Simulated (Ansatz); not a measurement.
Trajectory cell Al6Si42C42N6 of wurtzite AlN alloyed with SiC

All numbers below come from DFT, PBEsol, PAW, plane waves in Ansatz 0.2.0.

Command:

```sh
ansatz run in.yaml --threads 2 --pin off --max-ram 30400MiB --runs-dir r --events-out ev --progress --plain --backend cuda --devices 0, --max-vram 18GiB
```

The input less its lattice and atoms:

```yaml
accuracy: low
kpoints:
  mp_grid: { grid: [1, 1, 1] }
hamiltonian:
  xc: pbesol
scf:
  occupations: { method: fermi_dirac, width: 0.1 }
md:
  ensemble: nvt_langevin
  timestep: 2.5
  n_steps: 240
  temperature: 900
  temperature_schedule: [{ n_steps: 120, end_temperature: 900 }, { n_steps: 120, end_temperature: 900 }]
  friction: 0.02
  initial_velocities: maxwell_boltzmann
  seed: 1
```

Start:

```xyz
96
Lattice="9.2786 0.0000 0.0000 0.0000 10.7140 0.0000 0.0000 0.0000 10.1201" Properties=species:S:1:pos:R:3 pbc="T T T"
Al    1.5160    0.9053    2.5205
Al    9.2683    3.5775    2.5353
Al    4.6292    0.8905    2.5697
Al    6.2074    3.5525    2.5406
Al    0.0159    1.7982    0.0004
Al    3.1215    1.7808    5.0572
Si    1.5669    0.8960    7.5792
Si    0.0007    3.5347    7.5946
Si    4.6186    0.8936    7.5634
Si    3.0909    3.5913    2.5181
Si    3.0777    3.5610    7.5932
Si    1.5215    6.2281    2.5534
Si    1.5634    6.2720    7.5997
Si    9.2507    8.9418    2.5698
Si    9.2651    8.9139    7.5744
Si    7.7362    0.8990    2.5115
Si    7.7298    0.9168    7.5647
Si    6.2166    3.5915    7.5913
Si    4.5990    6.2691    2.5012
Si    4.6459    6.2892    7.5620
Si    3.0508    8.9704    2.5087
Si    3.0618    8.9379    7.5801
Si    7.7467    6.2398    2.5174
Si    7.7225    6.2148    7.5807
Si    6.1760    8.9198    2.5127
Si    6.1898    8.9020    7.6092
Si    9.2734    1.8190    5.0450
Si    3.0942    1.7987   10.0782
Si    1.5785    4.4979    5.0577
Si    1.5597    4.4488   10.1086
Si    0.0208    7.1341    5.0194
Si    9.2696    7.1299   10.1185
Si    6.1870    1.7875    5.0661
Si    6.2084    1.7754    0.0100
Si    4.6037    4.4797    5.0430
Si    4.6782    4.4675    0.0036
Si    3.0817    7.1419    5.0378
Si    3.1186    7.1042    0.0035
Si    1.5528    9.7894    5.0553
Si    1.5510    9.8104    0.0328
Si    7.7449    4.4669    5.0660
Si    7.7354    4.4535    0.0129
Si    6.1856    7.1696    5.0608
Si    6.1993    7.1292   10.0571
Si    4.6494    9.8019    5.0572
Si    4.6614    9.8452   10.1030
Si    7.7726    9.8233    5.0134
Si    7.7604    9.8067   10.0973
C     0.0186    1.7909    1.9018
C     9.2543    1.7573    6.9759
C     3.0987    1.8102    1.8964
C     1.5168    4.4558    1.8954
C     1.5667    4.4566    6.9701
C     0.0357    7.1379    1.8771
C     0.0142    7.1426    6.9377
C     6.1908    1.7957    6.9748
C     4.6570    4.4827    6.9561
C     3.1033    7.1069    1.9499
C     3.0850    7.1589    6.9674
C     1.5692    9.7912    1.8564
C     1.4981    9.8437    6.9683
C     7.7213    4.4828    1.8871
C     7.7427    4.4521    6.9403
C     6.1781    7.1541    1.8975
C     6.1810    7.1507    6.9542
C     4.6151    9.8466    1.8804
C     4.6360    9.8615    6.9812
C     7.7239    9.8512    1.9283
C     7.7658    9.8097    6.9355
C     1.5407    0.8810    4.4442
C     9.2713    3.5709    9.4685
C     4.6204    0.8814    4.3999
C     4.6513    0.8889    9.4492
C     3.1074    3.5888    4.4451
C     3.0837    3.5610    9.4619
C     1.5488    6.2375    4.4404
C     1.5729    6.2502    9.4721
C     0.0067    8.9350    4.4132
C     0.0148    8.9615    9.4910
C     7.7107    0.8994    4.4180
C     7.7412    0.9060    9.5103
C     6.1811    3.5429    4.3912
C     6.2043    3.5515    9.4821
C     4.6453    6.2245    4.4587
C     4.6398    6.2323    9.4728
C     3.1198    8.9076    4.4309
C     3.0723    8.9279    9.5106
C     7.7466    6.2527    4.4251
C     7.7168    6.2109    9.4992
C     6.1417    8.9171    4.4068
N     3.1135    1.7747    6.9836
N     6.1704    1.7838    1.8849
N     4.6725    4.4440    1.9140
N     1.5180    0.8969    9.4845
N     9.2426    3.5495    4.4485
N     6.1816    8.9292    9.5345
```

Some of the steps:

| step | free energy without the kinetic part, less step 0 (eV) | temperature (K) | largest force component (eV/Å) |
| --- | --- | --- | --- |
| 0 | 0.000 | 891 | 3.63 |
| 5 | 3.903 | 631 | 2.99 |
| 10 | 4.581 | 607 | 5.01 |
| 15 | 4.604 | 775 | 3.99 |
| 20 | 6.094 | 689 | 4.35 |
| 25 | 5.904 | 795 | 3.38 |
| 30 | 4.945 | 846 | 3.57 |
| 35 | 6.939 | 738 | 5.93 |
| 40 | 5.782 | 839 | 4.34 |
| 45 | 6.540 | 857 | 4.57 |
| 50 | 5.957 | 796 | 3.50 |
| 55 | 5.695 | 839 | 4.49 |
| 60 | 5.787 | 867 | 4.45 |
| 65 | 6.025 | 839 | 3.72 |
| 70 | 6.752 | 942 | 4.48 |
| 75 | 7.631 | 848 | 3.75 |
| 80 | 7.224 | 872 | 3.72 |
| 85 | 5.675 | 1015 | 3.98 |
| 90 | 7.599 | 934 | 5.14 |
| 95 | 7.506 | 939 | 4.59 |
| 100 | 8.261 | 882 | 6.50 |
| 105 | 6.288 | 954 | 4.11 |
| 110 | 7.356 | 892 | 4.92 |
| 115 | 5.522 | 917 | 4.36 |
| 120 | 5.788 | 923 | 3.96 |
| 125 | 6.897 | 918 | 4.30 |
| 130 | 6.827 | 896 | 5.40 |
| 135 | 6.369 | 913 | 4.41 |
| 140 | 6.206 | 856 | 3.83 |
| 145 | 6.305 | 799 | 3.98 |
| 150 | 6.126 | 843 | 4.36 |
| 155 | 7.082 | 828 | 5.13 |
| 160 | 8.133 | 854 | 3.64 |
| 165 | 6.835 | 1006 | 4.71 |
| 170 | 6.994 | 876 | 4.11 |
| 175 | 7.722 | 893 | 4.28 |
| 180 | 6.960 | 883 | 3.94 |
| 185 | 7.273 | 831 | 3.81 |
| 190 | 6.165 | 971 | 4.96 |
| 195 | 6.413 | 972 | 4.42 |
| 200 | 7.558 | 850 | 4.37 |
| 205 | 7.949 | 882 | 4.02 |
| 210 | 7.467 | 1017 | 4.70 |
| 215 | 7.158 | 977 | 5.28 |
| 220 | 6.474 | 989 | 4.02 |
| 225 | 8.237 | 882 | 5.22 |
| 230 | 7.744 | 949 | 4.08 |
| 235 | 7.616 | 974 | 4.99 |
| 240 | 6.631 | 950 | 3.72 |

End:

```
Al Si C N
1.0
     9.27863    0.00000    0.00000
     0.00000   10.71403    0.00000
     0.00000    0.00000   10.12009
Al Si C N
6 42 42 6
Direct
  0.17478 0.09710 0.24319
  0.01213 0.35178 0.24698
  0.50611 0.10585 0.23820
  0.66958 0.35042 0.23815
  0.01294 0.18901 0.01699
  0.33152 0.18957 0.49482
  0.17249 0.09689 0.75846
  0.99741 0.35172 0.74654
  0.49506 0.09234 0.75783
  0.33405 0.35659 0.23317
  0.33705 0.34933 0.76367
  0.16848 0.59499 0.25017
  0.17381 0.60183 0.74189
  0.99288 0.83513 0.24600
  0.99026 0.84889 0.75406
  0.84380 0.10247 0.25045
  0.83213 0.08860 0.75814
  0.65734 0.35227 0.74593
  0.49641 0.60168 0.23963
  0.50393 0.60000 0.73625
  0.34637 0.84324 0.24825
  0.32615 0.85146 0.75973
  0.83376 0.58935 0.26184
  0.84237 0.60015 0.74863
  0.67252 0.84762 0.23945
  0.65475 0.85007 0.73421
  0.00126 0.16826 0.51253
  0.33601 0.17818 0.99205
  0.17400 0.42949 0.48829
  0.18091 0.42569 0.99072
  0.99782 0.67990 0.50305
  0.00969 0.68212 0.99908
  0.66490 0.18332 0.50972
  0.67346 0.17818 0.99518
  0.50453 0.43841 0.48357
  0.50585 0.43567 0.99558
  0.33550 0.67972 0.49706
  0.33003 0.67691 0.00671
  0.15119 0.93576 0.50267
  0.16583 0.92644 0.01087
  0.83439 0.43018 0.49918
  0.83727 0.44110 0.00984
  0.67334 0.68384 0.50019
  0.65784 0.67435 0.00162
  0.50434 0.93575 0.48599
  0.49754 0.93100 0.99469
  0.81813 0.92724 0.48516
  0.82954 0.92197 0.00256
  0.99087 0.18283 0.20845
  0.00379 0.17876 0.70551
  0.33750 0.20492 0.17614
  0.17791 0.44260 0.17721
  0.16791 0.40977 0.66965
  0.01399 0.66913 0.19383
  0.99791 0.67935 0.69541
  0.65427 0.16813 0.69176
  0.48522 0.43154 0.67095
  0.33777 0.68536 0.19781
  0.33839 0.68290 0.68810
  0.16792 0.92705 0.19949
  0.15656 0.92879 0.68613
  0.84082 0.44512 0.17758
  0.82066 0.42270 0.68870
  0.67093 0.68042 0.19121
  0.66185 0.68806 0.68962
  0.50246 0.92524 0.18381
  0.49414 0.93446 0.69299
  0.84419 0.93159 0.17446
  0.81967 0.93318 0.69185
  0.15763 0.09671 0.44792
  0.00231 0.36908 0.93948
  0.50362 0.09662 0.45405
  0.48905 0.09653 0.93669
  0.34673 0.35985 0.42114
  0.34288 0.34882 0.94510
  0.15731 0.59714 0.43791
  0.16150 0.59422 0.93108
  0.99934 0.85170 0.43599
  0.00363 0.84369 0.94237
  0.84035 0.09021 0.43583
  0.83919 0.07875 0.93578
  0.67797 0.34824 0.43909
  0.67461 0.34397 0.94279
  0.50597 0.60052 0.42783
  0.50192 0.60649 0.93726
  0.32743 0.85712 0.44606
  0.32997 0.84245 0.94517
  0.83288 0.59502 0.45076
  0.83026 0.60882 0.93813
  0.66122 0.84804 0.43130
  0.33364 0.18872 0.71016
  0.66899 0.17951 0.17129
  0.49219 0.43797 0.18061
  0.18693 0.08371 0.93002
  0.00693 0.34253 0.44626
  0.65691 0.83588 0.94411
```

The run ended as planned.

Time: 5.9 min of wall time on one NVIDIA H100 with 2 processor threads, on a host shared with other runs; peak host memory 1.3 GiB.
